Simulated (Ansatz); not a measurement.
The start is a relaxed Sr2H5Rh cell with one H and one Sr atom exchanged in a cell of 8 atoms. The cell and all atomic positions are relaxed at zero pressure with r2SCAN (plane waves to 500 eV, PAW, scalar-relativistic; Ansatz, a quantum-chemistry and plane-wave program). The first steps use a coarse 5×5×6 k-mesh.

The start:
```yaml
crystal:
  lattice:
    - [-2.66570, 2.66570, 3.87362]
    - [2.66570, -2.66570, 3.87362]
    - [2.66570, 2.66570, -3.87362]
  atoms:
    - { symbol: Sr, position: [0.74939, 0.24939, 0.50000] }
    - { symbol: H, position: [0.24939, 0.74939, 0.50000] }
    - { symbol: H, position: [0.77259, 0.21583, 0.00000] }
    - { symbol: Sr, position: [0.21583, 0.21583, 0.44323] }
    - { symbol: H, position: [0.21583, 0.77259, 0.00000] }
    - { symbol: H, position: [0.77259, 0.77259, 0.55677] }
    - { symbol: H, position: [0.23984, 0.23984, 0.00000] }
    - { symbol: Rh, position: [0.00755, 0.00755, 0.00000] }
```

**Question.** Is the parent structure recovered?

**Answer.** It does not go back: it is caught in C2/m (No. 12), 94 meV/atom above the parent.

**Question.** Give the final cell and atomic positions.

**Answer.** 
Space group C2/m (No. 12); a = 8.9098 Å, b = 4.1284 Å, c = 7.1863 Å, α = γ = 90.00°, β = 120.99°

```json
[
 {"atom": "Sr", "site": "4i", "symmetry": "m", "x": "0.2196", "y": "0.0000", "z": "0.2310"},
 {"atom": "H", "site": "2b", "symmetry": "2/m", "x": "0.0000", "y": "0.5000", "z": "0.0000"},
 {"atom": "H", "site": "4i", "symmetry": "m", "x": "0.2041", "y": "0.0000", "z": "0.5543"},
 {"atom": "H", "site": "4i", "symmetry": "m", "x": "0.0844", "y": "0.0000", "z": "0.7720"},
 {"atom": "Rh", "site": "2c", "symmetry": "2/m", "x": "0.5000", "y": "0.5000", "z": "0.5000"}
]
```
(The calculation used a cell of 8 atoms; values per cell refer to that cell.)

Final values are on a 9×9×6 k-mesh of the relaxed cell. The start holds a very short contact (Sr–Rh 1.67 Å). No spin polarisation in the result.

Of the parent cell (I4mm (No. 107)): The relaxation started from an entry of Materials Project.

The runs began from a structure in Materials Project; this end point is another cell, not compared with measured phases.
